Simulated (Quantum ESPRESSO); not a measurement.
## Band energies of K2PtBr6

```
K2PtBr6
1.0
    0.00000     5.18401     5.18401
    5.18401     0.00000     5.18401
    5.18401     5.18401     0.00000
K Br Pt
2 6 1
Cartesian
  2.59200   2.59200   2.59200
  7.77601   7.77601   7.77601
  5.18401   2.48345   5.18401
  5.18401   7.88457   5.18401
  7.88457   5.18401   5.18401
  2.48345   5.18401   5.18401
  5.18401   5.18401   2.48345
  5.18401   5.18401   7.88457
  0.00000   0.00000   0.00000
```

LDA (Quantum ESPRESSO, PseudoDojo norm-conserving, 84 Ry, without SOC); path ΓXWKΓLUWLK,UX; energies in eV from the valence-band maximum.

```
k (1/Å)  point  band 35  band 36  band 37  band 38  band 39  band 40  band 41  band 42
-------  -----  -------  -------  -------  -------  -------  -------  -------  -------
0.00         Γ    -0.51    -0.51     0.00     0.00     0.00     2.22     2.22     4.05
0.20              -0.46    -0.46    -0.20    -0.20    -0.01     1.89     2.21     4.47
0.40              -0.66    -0.66    -0.30    -0.30    -0.02     1.24     2.21     5.30
0.61         X    -0.70    -0.70    -0.25    -0.25    -0.03     0.92     2.20     6.09
0.61         W    -0.50    -0.50    -0.34    -0.34    -0.25     1.31     1.93     6.16
0.82         K    -0.72    -0.66    -0.29    -0.28    -0.21     1.24     2.01     6.09
1.03              -0.54    -0.51    -0.50    -0.36    -0.29     1.75     1.83     5.39
1.46         Γ    -0.51    -0.51     0.00     0.00     0.00     2.22     2.22     4.05
1.64              -0.52    -0.52    -0.13    -0.13    -0.07     2.10     2.10     4.38
1.81              -0.57    -0.57    -0.40    -0.40    -0.23     1.92     1.92     5.02
1.99         L    -0.55    -0.55    -0.54    -0.54    -0.35     1.85     1.85     5.57
2.17              -0.61    -0.55    -0.40    -0.37    -0.35     1.61     1.89     5.76
2.36         U    -0.72    -0.66    -0.29    -0.28    -0.21     1.24     2.01     6.09
2.36         W    -0.50    -0.50    -0.34    -0.34    -0.25     1.31     1.93     6.16
2.50              -0.52    -0.50    -0.38    -0.35    -0.28     1.43     1.91     5.97
2.64              -0.54    -0.50    -0.50    -0.39    -0.37     1.70     1.87     5.69
2.79         L    -0.55    -0.55    -0.54    -0.54    -0.35     1.85     1.85     5.57
2.91              -0.59    -0.54    -0.46    -0.43    -0.36     1.73     1.87     5.66
3.03              -0.63    -0.59    -0.34    -0.33    -0.32     1.47     1.93     5.89
3.16         K    -0.72    -0.66    -0.29    -0.28    -0.21     1.24     2.01     6.09
3.16         U    -0.72    -0.66    -0.29    -0.28    -0.21     1.24     2.01     6.09
3.37         X    -0.70    -0.70    -0.25    -0.25    -0.03     0.92     2.20     6.09
```

The LDA gap is indirect, 0.92 eV, from Γ to X; the smallest direct gap is 0.94 eV.

Without spin-orbit coupling, band edges of such heavy elements can be off by tenths of an eV.

Geometry of the Materials Project entry, not relaxed at this level.
